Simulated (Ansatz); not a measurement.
Ta5Si3 (space group I4/mcm)

```
Ta5Si3
1.0
   -3.25176     3.25176     5.90702
    3.25176    -3.25176     5.90702
    3.25176     3.25176    -5.90702
Ta Si
10 6
Direct
  0.01442   0.18504   0.50000
  0.98558   0.81496   0.50000
  0.18504   0.68504   0.17062
  0.81496   0.31496   0.82938
  0.68504   0.51442   0.50000
  0.31496   0.48558   0.50000
  0.51442   0.01442   0.82938
  0.48558   0.98558   0.17062
  0.50000   0.50000   0.00000
  0.00000   0.00000   0.00000
  0.13020   0.63020   0.76040
  0.86980   0.36980   0.23960
  0.63020   0.86980   0.50000
  0.36980   0.13020   0.50000
  0.75000   0.75000   0.00000
  0.25000   0.25000   0.00000
```

E(V) scan at fixed shape, V₀ the volume above. The atoms relax within the cell's symmetry.

The numbers are results of PBEsol (plane waves to 420 eV, PAW, scalar-relativistic; Ansatz, a quantum-chemistry and plane-wave program), not measurements. k mesh 8×8×8 (Γ-centred), Fermi-Dirac smearing 0.05 eV. The energy includes the smearing's −TS. Compression counts positive. With the shape held, the modulus is that of even scaling; a crystal free to change shape is softer. Spin-orbit coupling is left out, though Ta is heavy. Ta5Si3 is run without spin polarisation. Ta5Si3 was relaxed with its symmetry unable to fall. The zero of ΔE is the relaxed starting cell. The last digit holds for this mesh only.

```json
[
 {"V (Å³/atom)": "14.054", "ΔE (meV/atom)": "133.6"},
 {"V (Å³/atom)": "14.314", "ΔE (meV/atom)": "89.9"},
 {"V (Å³/atom)": "14.574", "ΔE (meV/atom)": "55.8"},
 {"V (Å³/atom)": "14.834", "ΔE (meV/atom)": "30.5"},
 {"V (Å³/atom)": "15.095", "ΔE (meV/atom)": "withheld"},
 {"V (Å³/atom)": "15.355", "ΔE (meV/atom)": "3.2"},
 {"V (Å³/atom)": "15.615", "ΔE (meV/atom)": "0.0"},
 {"V (Å³/atom)": "15.875", "ΔE (meV/atom)": "3.0"},
 {"V (Å³/atom)": "16.136", "ΔE (meV/atom)": "11.7"},
 {"V (Å³/atom)": "16.396", "ΔE (meV/atom)": "25.6"},
 {"V (Å³/atom)": "16.656", "ΔE (meV/atom)": "44.3"},
 {"V (Å³/atom)": "16.916", "ΔE (meV/atom)": "67.3"},
 {"V (Å³/atom)": "17.177", "ΔE (meV/atom)": "94.4"}
]
```

Task: Fit a third-order Birch-Murnaghan form (E₀, V₀, B₀, B₀′ free) to the given rows and predict ΔE at V = 15.095.

Result: Least squares on the 12 given rows: ΔE = E₀ + (9V₀B₀/16)·y²·[2 + (B₀′ − 4)y], y = (V₀/V)^(2/3) − 1, with V₀ = 15.615 Å³/atom, B₀ = 228.5 GPa (160.2 GPa = 1 eV/Å³; the term in eV is multiplied by 1000), B₀′ = 4.21, E₀ = 0.01 meV/atom; root-mean-square residual 0.02 meV/atom. At 15.095 the fit gives 13.1 meV/atom; the calculation gives 13.1 meV/atom, the same to the digits shown. For the pressure the fit gives 8.3 GPa against the computed 8.3 GPa.

(A scan under strain: stresses follow from slopes of the energy per volume, elastic moduli from its curvatures.)
